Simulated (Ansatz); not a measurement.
B₄Ru in space group Pnnm (No. 58; Ru on 2d, B on 4g, B on 4g) at seven volumes, r²SCAN in the plane-wave PAW code Ansatz, shape and atoms relaxed at each. One row is withheld.

```json
[
 {"V (Å³/atom)": "7.473", "P (GPa)": "29.68"},
 {"V (Å³/atom)": "7.719", "P (GPa)": "?"},
 {"V (Å³/atom)": "7.965", "P (GPa)": "8.36"},
 {"V (Å³/atom)": "8.212", "P (GPa)": "0.00"},
 {"V (Å³/atom)": "8.458", "P (GPa)": "-7.16"},
 {"V (Å³/atom)": "8.704", "P (GPa)": "-13.09"},
 {"V (Å³/atom)": "8.951", "P (GPa)": "-17.48"}
]
```

Q: Fit the shown pressures and predict the withheld one.

A: Third-order Birch–Murnaghan: P = (3/2)B₀(x^(7/2) − x^(5/2))[1 + (3/4)(B′ − 4)(x − 1)] with x = (V₀/V)^(2/3). Least squares on the six rows gives V₀ = 8.209 Å³/atom, B₀ = 252.2 GPa, B′ = 4.82. At V = 7.719, x = 1.0419 and P = 18.01 GPa. The run itself gave 18.18 GPa.

The start of the workflow was typed in or built on a structure type; neither database checked (COD, Materials Project) lists it. Its standing as an ambient phase is unchecked. The cell was relaxed with r²SCAN under the symmetry of its start; whether a distortion lowers the energy is not shown. No spin polarisation was allowed.

Potentials: the earlier of the program's two PAW sets. The files were generated under PBE; for other functionals the program regenerates the frozen cores, and for LDA and PBEsol the local potential too.
